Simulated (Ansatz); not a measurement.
Data:

Re (dhcp (α-La type), space group No. 194), a = b = 2.751 Å, c = 8.875 Å, α = β = 90.00°, γ = 120.00°.

This is the PBEsol-relaxed structure.

**Question.** All from PBEsol (plane waves, PAW; program Ansatz), unless another level is named. Estimate the density of states at the Fermi level.

**Answer.** 0.69 states/eV per atom (mean over ±0.08 eV).

**Question.** Predict the gap with spin–orbit coupling.

**Answer.** none (metallic).

Space group P6_3/mmc (dhcp (α-La type)). The workflow started from a Materials Project entry (that database holds measured and hypothetical structures alike). Its sites differ from those of the usual phase in this space group: another stacking or structure type. Symmetry was held in the PBEsol relaxation; of distortions, only those at the zone centre were tested. The run is not spin-polarised. Axis ratios of metals converge slowly with the k-mesh, so a and c are less sure than the volume. Spin–orbit coupling is left out wherever it is not named.

Potentials: the later of the program's two PAW sets.
